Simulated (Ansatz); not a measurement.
# ScZn: 20 steps of 2.0 fs from 300 K

Level of theory: DFT, PBEsol, all-electron LAPW, scalar-relativistic in Ansatz 0.2.0.

Command: `ansatz run input.yaml --threads 2 --pin off --max-ram 4096MiB --backend cpu --events-out ev --progress --plain --runs-dir out` The run took 8.5 min on 2 threads of Intel(R) Xeon(R) Platinum 8259CL CPU @ 2.50GHz (Skylake/Cascade Lake) (shared host), peak memory 0.58 GiB.

```yaml
crystal:
  lattice:
    - [6.66803738, 0.0, 0.0]
    - [0.0, 3.33401869, 0.0]
    - [0.0, 0.0, 3.33401869]
  atoms:
    - { symbol: Sc, position: [0.0, 0.0, 0.0] }
    - { symbol: Sc, position: [0.5, 0.0, 0.0] }
    - { symbol: Zn, position: [0.25, 0.5, 0.5] }
    - { symbol: Zn, position: [0.75, 0.5, 0.5] }
kpoints:
  mp_grid: { grid: [3, 6, 6] }
scf:
  occupations: { method: fermi_dirac, width: 0.08 }
hamiltonian:
  xc: pbesol
  pseudopotentials: { kind: all_electron, lapw: { basis_error: 0.001 } }
output:
  forces: true
  stress: true
md:
  timestep: 2.0
  n_steps: 20
  ensemble: nve
  temperature: 300
  initial_velocities: maxwell_boltzmann
  seed: 423905
```

Structure from Materials Project entry mp-11566 (possibly hypothetical).

Each frame lists Cartesian positions (Å) and forces (eV/Å). Free energies count from the first step, -139213.6785 eV.

Step 0 (t = 0.0 fs): E = 0.0 meV, T = 300 K, conserved energy 0.0 meV

```
Sc    0.0000    0.0000    0.0000     0.000   0.000   0.000
Sc    3.3340    0.0000    0.0000     0.000   0.000   0.000
Zn    1.6670    1.6670    1.6670     0.000   0.000   0.000
Zn    5.0010    1.6670    1.6670     0.000   0.000   0.000
```

Step 1 (t = 2.0 fs): E = +0.5 meV, T = 299 K, conserved energy 0.0 meV

```
Sc    0.0003   -0.0060    0.0099    -0.001   0.032  -0.050
Sc    3.3358   -0.0015   -0.0024    -0.012   0.013   0.005
Zn    1.6683    1.6690    1.6649     0.000  -0.020   0.020
Zn    4.9982    1.6702    1.6639     0.013  -0.025   0.025
```

Step 2 (t = 4.0 fs): E = +2.0 meV, T = 295 K, conserved energy 0.0 meV

```
Sc    0.0007   -0.0119    0.0198    -0.002   0.064  -0.098
Sc    3.3377   -0.0030   -0.0048    -0.024   0.025   0.009
Zn    1.6696    1.6709    1.6629     0.001  -0.039   0.040
Zn    4.9955    1.6734    1.6608     0.024  -0.049   0.049
```

Step 3 (t = 6.0 fs): E = +4.5 meV, T = 289 K, conserved energy 0.0 meV

```
Sc    0.0010   -0.0178    0.0296    -0.002   0.095  -0.147
Sc    3.3395   -0.0045   -0.0071    -0.036   0.038   0.014
Zn    1.6709    1.6728    1.6608     0.003  -0.059   0.060
Zn    4.9927    1.6765    1.6577     0.035  -0.074   0.072
```

Step 4 (t = 8.0 fs): E = +7.8 meV, T = 280 K, conserved energy 0.0 meV

```
Sc    0.0014   -0.0236    0.0393    -0.003   0.126  -0.194
Sc    3.3412   -0.0059   -0.0095    -0.047   0.050   0.019
Zn    1.6722    1.6747    1.6588     0.005  -0.078   0.080
Zn    4.9899    1.6796    1.6547     0.045  -0.098   0.095
```

Step 5 (t = 10.0 fs): E = +12.0 meV, T = 269 K, conserved energy 0.0 meV

```
Sc    0.0017   -0.0293    0.0488    -0.003   0.156  -0.240
Sc    3.3429   -0.0073   -0.0118    -0.059   0.063   0.023
Zn    1.6735    1.6765    1.6569     0.009  -0.097   0.099
Zn    4.9872    1.6826    1.6517     0.054  -0.122   0.117
```

Step 6 (t = 12.0 fs): E = +16.9 meV, T = 256 K, conserved energy 0.0 meV

```
Sc    0.0020   -0.0348    0.0581    -0.003   0.185  -0.285
Sc    3.3446   -0.0086   -0.0142    -0.070   0.075   0.028
Zn    1.6748    1.6783    1.6550     0.012  -0.115   0.118
Zn    4.9845    1.6856    1.6488     0.062  -0.145   0.139
```

Step 7 (t = 14.0 fs): E = +22.6 meV, T = 242 K, conserved energy 0.0 meV

```
Sc    0.0024   -0.0402    0.0671    -0.004   0.213  -0.328
Sc    3.3462   -0.0099   -0.0164    -0.081   0.087   0.033
Zn    1.6761    1.6800    1.6532     0.016  -0.132   0.136
Zn    4.9819    1.6885    1.6460     0.068  -0.168   0.160
```

Step 8 (t = 16.0 fs): E = +28.7 meV, T = 226 K, conserved energy 0.0 meV

```
Sc    0.0027   -0.0454    0.0759    -0.004   0.241  -0.370
Sc    3.3478   -0.0111   -0.0187    -0.092   0.098   0.038
Zn    1.6775    1.6817    1.6514     0.021  -0.150   0.153
Zn    4.9793    1.6913    1.6433     0.075  -0.190   0.180
```

Step 9 (t = 18.0 fs): E = +35.4 meV, T = 209 K, conserved energy 0.0 meV

```
Sc    0.0030   -0.0504    0.0843    -0.004   0.268  -0.410
Sc    3.3492   -0.0123   -0.0210    -0.101   0.109   0.043
Zn    1.6788    1.6832    1.6498     0.025  -0.166   0.169
Zn    4.9767    1.6939    1.6407     0.080  -0.211   0.199
```

Step 10 (t = 20.0 fs): E = +42.4 meV, T = 191 K, conserved energy +0.1 meV

```
Sc    0.0033   -0.0552    0.0924    -0.004   0.293  -0.449
Sc    3.3506   -0.0133   -0.0232    -0.111   0.119   0.048
Zn    1.6801    1.6846    1.6482     0.030  -0.181   0.185
Zn    4.9742    1.6965    1.6381     0.085  -0.231   0.216
```

Step 11 (t = 22.0 fs): E = +49.6 meV, T = 172 K, conserved energy +0.1 meV

```
Sc    0.0037   -0.0597    0.1002    -0.004   0.318  -0.485
Sc    3.3519   -0.0142   -0.0253    -0.120   0.129   0.053
Zn    1.6815    1.6860    1.6468     0.035  -0.196   0.199
Zn    4.9717    1.6989    1.6358     0.089  -0.251   0.233
```

Step 12 (t = 24.0 fs): E = +56.8 meV, T = 154 K, conserved energy +0.1 meV

```
Sc    0.0040   -0.0640    0.1075    -0.005   0.340  -0.519
Sc    3.3531   -0.0150   -0.0274    -0.128   0.138   0.058
Zn    1.6829    1.6872    1.6455     0.039  -0.210   0.213
Zn    4.9693    1.7011    1.6335     0.093  -0.269   0.249
```

Step 13 (t = 26.0 fs): E = +64.0 meV, T = 135 K, conserved energy +0.1 meV

```
Sc    0.0043   -0.0680    0.1143    -0.005   0.362  -0.551
Sc    3.3541   -0.0157   -0.0295    -0.135   0.146   0.063
Zn    1.6843    1.6883    1.6443     0.043  -0.222   0.225
Zn    4.9669    1.7032    1.6314     0.097  -0.286   0.263
```

Step 14 (t = 28.0 fs): E = +71.1 meV, T = 117 K, conserved energy +0.1 meV

```
Sc    0.0046   -0.0716    0.1207    -0.005   0.381  -0.580
Sc    3.3551   -0.0163   -0.0315    -0.142   0.153   0.068
Zn    1.6858    1.6893    1.6432     0.047  -0.234   0.236
Zn    4.9646    1.7052    1.6295     0.100  -0.301   0.276
```

Step 15 (t = 30.0 fs): E = +77.8 meV, T = 100 K, conserved energy +0.1 meV

```
Sc    0.0049   -0.0749    0.1266    -0.006   0.399  -0.607
Sc    3.3559   -0.0167   -0.0335    -0.147   0.160   0.074
Zn    1.6872    1.6901    1.6423     0.050  -0.244   0.246
Zn    4.9624    1.7069    1.6277     0.103  -0.315   0.287
```

Step 16 (t = 32.0 fs): E = +84.1 meV, T = 83 K, conserved energy +0.1 meV

```
Sc    0.0052   -0.0779    0.1319    -0.006   0.415  -0.631
Sc    3.3566   -0.0170   -0.0353    -0.152   0.165   0.079
Zn    1.6887    1.6908    1.6415     0.053  -0.252   0.254
Zn    4.9602    1.7085    1.6261     0.106  -0.328   0.297
```

Step 17 (t = 34.0 fs):

```
Sc    0.0055   -0.0805    0.1367
Sc    3.3572   -0.0172   -0.0372
Zn    1.6902    1.6913    1.6408
Zn    4.9581    1.7099    1.6247
```

Step 18 (t = 36.0 fs): E = +95.1 meV, T = 55 K, conserved energy +0.1 meV

```
Sc    0.0058   -0.0828    0.1410    -0.007   0.440  -0.670
Sc    3.3577   -0.0172   -0.0389    -0.159   0.172   0.091
Zn    1.6918    1.6917    1.6404     0.055  -0.265   0.266
Zn    4.9560    1.7111    1.6235     0.112  -0.347   0.313
```

Step 19 (t = 38.0 fs): E = +99.6 meV, T = 44 K, conserved energy +0.1 meV

```
Sc    0.0060   -0.0847    0.1447    -0.008   0.449  -0.685
Sc    3.3580   -0.0171   -0.0406    -0.161   0.174   0.097
Zn    1.6934    1.6919    1.6400     0.054  -0.269   0.270
Zn    4.9540    1.7120    1.6224     0.115  -0.354   0.318
```

Step 20 (t = 40.0 fs): E = +103.3 meV, T = 34 K, conserved energy +0.1 meV

```
Sc    0.0063   -0.0862    0.1478    -0.009   0.456  -0.697
Sc    3.3581   -0.0168   -0.0422    -0.162   0.175   0.103
Zn    1.6950    1.6920    1.6399     0.053  -0.272   0.272
Zn    4.9521    1.7128    1.6215     0.118  -0.360   0.322
```

(1) Give the energy and forces of step 17.

(2) What is the mean temperature over the last 11 frames?

Answers

(1) E = +89.9 meV, T = 69 K, conserved energy +0.1 meV
```
Sc    0.0055   -0.0805    0.1367    -0.007   0.429  -0.652
Sc    3.3572   -0.0172   -0.0372    -0.156   0.169   0.085
Zn    1.6902    1.6913    1.6408     0.054  -0.260   0.261
Zn    4.9581    1.7099    1.6247     0.109  -0.338   0.306
```

(2) 105 K; so short a run of so small a cell isn't equilibrated.
